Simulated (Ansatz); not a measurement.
Values for one crystal, relaxed and computed with DFT-LDA in the program Ansatz with PAW potentials; other levels are named.

- Volume per atom: 22.13 Å³
- Band gap: 0.68 eV (direct)
- Zone-centre stability: no imaginary mode at Γ
- Mechanical stability: stable (all eigenvalues of C positive)
- Electron effective mass: 0.073, 0.073, 0.12 mₑ (principal values)
- Young's modulus: 107 GPa
- Conduction-band minimum: at Γ

### Question
Which of these materials gives this?
A) MgO, P3m1 (Pearson symbol hP12)
B) InGaP2, R3m (In on 3a, Ga on 3a, P on 3a, P on 3a)
C) ZnO, wurtzite
D) SnSe, Pnma (Se on 4c, Sn on 4c)

### Answer
B, InGaP2, R3m (In on 3a, Ga on 3a, P on 3a, P on 3a)

The first step of the workflow began from a Materials Project structure, measured or hypothetical; the Crystallography Open Database copy checked does not list it. With In and Ga taken as one species the cell has the higher symmetry F-43m, so it may be an ordered model of a mixed-site phase. Its standing as an ambient phase is unchecked. The LDA relaxation kept the symmetry of its start. Scalar-relativistic: spin–orbit coupling is off unless named, which matters more the heavier the elements.

Potentials: the later of the program's two PAW sets.
